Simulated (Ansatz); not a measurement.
SrTe (rock salt, space group No. 225), a = 6.706 Å, b = 6.706 Å, c = 6.706 Å, α = 90.00°, β = 90.00°, γ = 90.00°; the cell used has 2 atoms.

Relaxed with r²SCAN. 

Task: HSE06 on this cell (Ansatz, a program for electronic structure, PAW) gives a gap of 2.49 eV. What does r²SCAN give?

Result: 2.17 eV.

Cost on shared cores: the r²SCAN run (SCF on a 7×7×7 mesh, then bands and DOS) very roughly 30 core-seconds, the HSE06 run (SCF on 5×5×5, then a few points) about 2.2 core-minutes (a rough figure); the tasks are unlike.

Space group Fm-3m (rock salt). The r²SCAN relaxation kept the symmetry of its start. Scalar-relativistic: spin–orbit coupling is off unless named, which matters more the heavier the elements.

Potentials: the later of the program's two PAW sets.

Ansatz is a plane-wave DFT program.
